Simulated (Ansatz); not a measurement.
Cu₂O (cuprite type, space group Pn-3m)

```
Cu2O
1.0
    4.29909     0.00000     0.00000
    0.00000     4.29909     0.00000
    0.00000     0.00000     4.29909
Cu O
4 2
Direct
  0.75000   0.75000   0.75000
  0.75000   0.25000   0.25000
  0.25000   0.75000   0.25000
  0.25000   0.25000   0.75000
  0.00000   0.00000   0.00000
  0.50000   0.50000   0.50000
```

Equation-of-state scan: isotropic scaling of the cell above, V₀ being its volume. Symmetry pins the atoms to their sites.

All values below come from PBE (plane waves to 420 eV, PAW, scalar-relativistic; Ansatz, an electronic-structure program). k mesh 8×8×8 (Γ-centred), Fermi-Dirac smearing 0.05 eV. E stands for the smeared free energy. Cu2O is run without spin polarisation. Cu2O was relaxed with its symmetry unable to fall. The PAW data are Ansatz's earlier set. The zero of ΔE is the relaxed starting cell.

```csv
V (Å³/atom),ΔE (meV/atom)
12.448,18.6
12.647,10.2
12.845,4.4
13.044,1.1
13.243,0.0
13.441,1.0
13.640,3.9
13.839,8.6
14.037,14.9
```

Question: What is the fitted pressure derivative B₀′?

Answer: 4.8.

Question: What bulk modulus B₀ follows from a third-order Birch-Murnaghan fit?

Answer: 111 GPa. Check by three points about V = 13.243 Å³/atom, step 0.199: d²E/dV² ≈ (1.1 − 2·0.0 + 1.0) meV / 0.199² = 0.0532 eV/Å⁶, and V·d²E/dV² × 160.2 = 113 GPa.

(A scan under strain: stresses follow from slopes of the energy per volume, elastic moduli from its curvatures.)
